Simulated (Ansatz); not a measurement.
Run times of several calculations on BiTe

Cell: 12 atoms, space group P-3m1, a = 4.423 Å, b = 4.423 Å, c = 24.002 Å, α = 90.00°, β = 90.00°, γ = 120.00°.

All runs are DFT with Ansatz 0.2.0 on 1 thread of Arm Neoverse V1 (aarch64; 8 cores open to the job, memory cap 3.0 GiB, no GPU), a shared host.

Problem. Rank the runs by wall time, shortest first.
A. single point, PBE, 420 eV, 8×8×2 k-points, smearing 0.05 eV
B. relaxation of the ions, PBE, 420 eV, 9×9×2 k-points, smearing 0.05 eV
C. single point at relaxed positions, r2SCAN, 500 eV, 9×9×2 k-points, smearing 0.05 eV

Solution. A (1.9 min, 1.1 GiB), C (4.2 min, 2.1 GiB), B (7.9 min, 1.2 GiB).
